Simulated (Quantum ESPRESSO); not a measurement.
# In2Ti2Pd3Ga: input and log of a self-consistent run

Simulated, not a measurement. The program is pw.x of Quantum ESPRESSO 7.5 (plane-wave density functional theory). The cell is made up: eight metal atoms on a face-centred cubic lattice, with elements, volume, strain and displacements drawn at random and not relaxed, so it may be unstable or far from any real phase. PseudoDojo standard norm-conserving files set the functional (PBE unless stated); there is no spin polarisation or spin-orbit coupling, the Fermi-Dirac width of 0.25 eV means electrons at about 2900 K, and the masses in the input are unused placeholders. A spin test at this wide smearing found no moment, but such smearing suppresses magnetism that the real alloy may have.

Input:

```
&control calculation='scf', pseudo_dir='./dojo.nc.sr.pbe.v0_5.standard.upf', outdir='./o', disk_io='minimal', tprnfor=.true., tstress=.true. /
&system ibrav=0, nat=8, ntyp=4, nbnd=73, ecutwfc=84.00895049, nosym=.true., tot_charge=0,
 occupations='smearing', smearing='fd', degauss=0.0183746611
/
&electrons conv_thr=1.470e-08, electron_maxstep=70, mixing_beta=0.5 /
ATOMIC_SPECIES
Ga 1.0 Ga.upf
In 1.0 In.upf
Pd 1.0 Pd.upf
Ti 1.0 Ti.upf
CELL_PARAMETERS angstrom
-4.1758 -0.0013 -0.043
-2.1108 -4.2671 -2.1648
-2.0247 -4.1406 6.1554
ATOMIC_POSITIONS angstrom
In 0.0235 0.0415 -0.1135
Ti -2.1857 -4.251 2.0574
Pd -2.1248 -2.1324 -0.0151
Pd -4.0686 -6.2566 1.9525
Pd -4.1545 -4.2253 4.0808
In -4.113 -4.2599 -0.0568
Ga -4.1301 -1.9975 2.0254
Ti -6.2389 -6.328 3.9878
K_POINTS automatic
6 5 3 1 1 1
```

The log is shortened where brackets say so; the opening notice, blank lines, dates and the lines on written files are dropped, and the path of the files is cut. It prints rydbergs, bohrs and kilobars, and counts compression as positive stress. Its total energy is the free energy E - TS of the whole cell.

```
     Program PWSCF v.7.5
     Parallel version (MPI & OpenMP), running on       4 processor cores
     Number of MPI processes:                 4
     Threads/MPI process:                     1
     [start-up lines left out]
     bravais-lattice index     =            0
     lattice parameter (alat)  =       7.8915  a.u.
     unit-cell volume          =     992.5688 (a.u.)^3
     number of atoms/cell      =            8
     number of atomic types    =            4
     number of electrons       =       117.00
     number of Kohn-Sham states=           73
     kinetic-energy cutoff     =      84.0090  Ry
     charge density cutoff     =     336.0358  Ry
     scf convergence threshold =      1.5E-08
     mixing beta               =       0.5000
     number of iterations used =            8  plain     mixing
     Exchange-correlation= PBE
                           (   1   4   3   4   0   0   0)
     [axes and pseudopotential details left out]
   Cartesian axes
     site n.     atom                  positions (alat units)
         1        In     tau(   1) = (   0.0056274   0.0099377  -0.0271790  )
         2        Ti     tau(   2) = (  -0.5233929  -1.0179545   0.4926699  )
         3        Pd     tau(   3) = (  -0.5088096  -0.5106295  -0.0036159  )
         4        Pd     tau(   4) = (  -0.9742766  -1.4982202   0.4675503  )
         5        Pd     tau(   5) = (  -0.9948464  -1.0118003   0.9771980  )
         6        In     tau(   6) = (  -0.9849087  -1.0200857  -0.0136015  )
         7        Ga     tau(   7) = (  -0.9890035  -0.4783261   0.4850071  )
         8        Ti     tau(   8) = (  -1.4939817  -1.5153178   0.9549280  )
     number of k points=    45  Fermi-Dirac smearing, width (Ry)=  0.0184
                       cart. coord. in units 2pi/alat
        k(    1) = (  -0.0836797  -0.0744610   0.0354590), wk =   0.0444444
        k(    2) = (  -0.0802599   0.0949269  -0.3017609), wk =   0.0444444
     [further k points left out]
     Dense  grid:   103197 G-vectors     FFT dimensions: (  48,  60,  90)
     Estimated max dynamical RAM per process >     349.93 MB
     Estimated total dynamical RAM >       1.29 GB
     Initial potential from superposition of free atoms
     starting charge     116.9858, renormalised to     117.0000
     Starting wfcs are   74 randomized atomic wfcs
     total cpu time spent up to now is        5.4 secs
     per-process dynamical memory:   277.2 Mb
     Self-consistent Calculation
     iteration #  1     ecut=    84.01 Ry     beta= 0.50
     Davidson diagonalization with overlap
     ethr =  1.00E-02,  avg # of iterations =  5.1
     total cpu time spent up to now is       19.0 secs
     total energy              =   -1458.34271245 Ry
     estimated scf accuracy    <      17.07661763 Ry
     iteration #  2     ecut=    84.01 Ry     beta= 0.50
     Davidson diagonalization with overlap
     ethr =  1.00E-02,  avg # of iterations =  3.0
     total cpu time spent up to now is       34.3 secs
     total energy              =   -1469.59922776 Ry
     estimated scf accuracy    <      31.88981676 Ry
     iteration #  3     ecut=    84.01 Ry     beta= 0.50
     Davidson diagonalization with overlap
     ethr =  1.00E-02,  avg # of iterations =  2.0
     total cpu time spent up to now is       46.0 secs
     total energy              =   -1470.32851770 Ry
     estimated scf accuracy    <       8.99721632 Ry
     iteration #  4     ecut=    84.01 Ry     beta= 0.50
     Davidson diagonalization with overlap
     ethr =  7.69E-03,  avg # of iterations =  1.5
     total cpu time spent up to now is       56.3 secs
     total energy              =   -1469.83284098 Ry
     estimated scf accuracy    <       6.47208349 Ry
     iteration #  5     ecut=    84.01 Ry     beta= 0.50
     Davidson diagonalization with overlap
     ethr =  5.53E-03,  avg # of iterations =  3.8
     total cpu time spent up to now is       67.5 secs
     total energy              =   -1469.08685526 Ry
     estimated scf accuracy    <       4.37649540 Ry
     [iterations 6 to 14 left out]
     iteration # 15     ecut=    84.01 Ry     beta= 0.50
     Davidson diagonalization with overlap
     ethr =  1.64E-08,  avg # of iterations =  5.0
     total cpu time spent up to now is      184.3 secs
     total energy              =   -1469.34443131 Ry
     estimated scf accuracy    <       0.00000316 Ry
     iteration # 16     ecut=    84.01 Ry     beta= 0.50
     Davidson diagonalization with overlap
     ethr =  2.70E-09,  avg # of iterations =  1.3
     total cpu time spent up to now is      194.3 secs
     total energy              =   -1469.34443153 Ry
     estimated scf accuracy    <       0.00000016 Ry
     iteration # 17     ecut=    84.01 Ry     beta= 0.50
     Davidson diagonalization with overlap
     ethr =  1.34E-10,  avg # of iterations =  2.6
     total cpu time spent up to now is      206.2 secs
     total energy              =   -1469.34443156 Ry
     estimated scf accuracy    <       0.00000002 Ry
     iteration # 18     ecut=    84.01 Ry     beta= 0.50
     Davidson diagonalization with overlap
     ethr =  2.09E-11,  avg # of iterations =  2.5
     total cpu time spent up to now is      218.1 secs
     total energy              =   -1469.34443156 Ry
     estimated scf accuracy    <       0.00000002 Ry
     iteration # 19     ecut=    84.01 Ry     beta= 0.50
     Davidson diagonalization with overlap
     ethr =  2.08E-11,  avg # of iterations =  1.2
     total cpu time spent up to now is      227.9 secs
     End of self-consistent calculation
     [lines on levels left out]
!    total energy              =   -1469.34443156 Ry
     estimated scf accuracy    <          3.0E-09 Ry
     smearing contrib. (-TS)   =      -0.10542946 Ry
     internal energy E=F+TS    =   -1469.23900210 Ry
     The total energy is F=E-TS. E is the sum of the following terms:
     one-electron contribution =    -512.38388642 Ry
     hartree contribution      =     330.51780374 Ry
     xc contribution           =    -283.90514228 Ry
     ewald contribution        =   -1003.46777714 Ry
     convergence has been achieved in  19 iterations
     Forces acting on atoms (cartesian axes, Ry/au):
     atom    1 type  2   force =    -0.00826775   -0.00612840   -0.01809807
     atom    2 type  4   force =     0.02404386    0.00754879    0.02929438
     atom    3 type  3   force =     0.00396619   -0.00486392   -0.00054030
     atom    4 type  3   force =    -0.01076517    0.00138673    0.00017194
     atom    5 type  3   force =     0.00635108    0.00417603   -0.02315351
     atom    6 type  2   force =    -0.02159986    0.01236085    0.00394892
     atom    7 type  1   force =     0.00132530   -0.03826382    0.02789503
     atom    8 type  4   force =     0.00494635    0.02378374   -0.01951839
     Total force =     0.080797     Total SCF correction =     0.000292
     Computing stress (Cartesian axis) and pressure
          total   stress  (Ry/bohr**3)                   (kbar)     P=      -54.05
  -0.00038666   0.00001213  -0.00000033          -56.88        1.79       -0.05
   0.00001213  -0.00033959  -0.00013650            1.79      -49.96      -20.08
  -0.00000033  -0.00013650  -0.00037601           -0.05      -20.08      -55.31
     init_run     :      5.09s CPU      5.29s WALL (       1 calls)
     electrons    :    217.84s CPU    222.52s WALL (       1 calls)
     forces       :      1.50s CPU      1.51s WALL (       1 calls)
     stress       :      5.11s CPU      5.11s WALL (       1 calls)
     [timing details left out]
     PWSCF        :   3m49.62s CPU   3m54.57s WALL
     JOB DONE.
```

In other units: free energy -19991.449 eV for the cell, pressure -5.40 GPa, largest force component 0.984 eV/Å in size. The run took 236 s of wall time with four MPI processes on a shared machine (Intel Xeon, 2023 or later, virtual cores), so the time is rough. A rerun of this cell at a higher cutoff and on a denser mesh moved values by no more than 0.006 eV in energy, 0.05 GPa in stress and 0.005 eV/Å in force, and a second program with other atomic files agreed on that cell to 2 % rms in force and 0.5 GPa in pressure.